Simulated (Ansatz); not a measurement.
One stationary structure of BaTiO3. Level of theory: PBEsol (plane waves to 420 eV, PAW, scalar-relativistic; Ansatz, a program for electronic structure).

```
CELL_PARAMETERS angstrom
      2.81764     1.62676     2.30868
     -2.81764     1.62676     2.30868
      0.00000    -3.25353     2.30868
ATOMIC_POSITIONS crystal
  Ba 0.47364 0.47364 0.47364
  Ti 0.96263 0.96263 0.96263
  O  0.49189 0.98563 0.98563
  O  0.98563 0.98563 0.49189
  O  0.98563 0.49189 0.98563
```

Determine the symmetry and give the standard cell with its independent sites.

Space group R3m, hexagonal axes (No. 160); a = b = 5.6353 Å, c = 6.9260 Å, α = β = 90.00°, γ = 120.00°

```tsv
atom	site	symmetry	x	y	z
Ba	3a	3m	0.0000	0.0000	0.4736
Ti	3a	3m	0.0000	0.0000	0.9626
O	9b	.m	0.3375	0.1688	0.1544
```

Give the shortest distances between elements (the closest pairs, up to four, under 3.6 Å).

O–Ti 1.88 Å; Ba–O 2.76 Å; O–O 2.78 Å; Ba–Ti 3.39 Å.

```yaml
volume_per_atom: 12.70 Å³
band_gap: 2.32 eV, indirect (valence top at T, conduction bottom at Γ) (no spin-orbit coupling)
smallest_direct_gap: 2.63 eV at Γ
```

No spin polarisation in the result.

The run could not lose the symmetry of its start.

The first start was generated by placing the elements on the sites of a structure type. A measured structure of BaTiO3 has the same space group, R3m (No. 160); the sites were not compared with it. Another known form has space group No. 99.
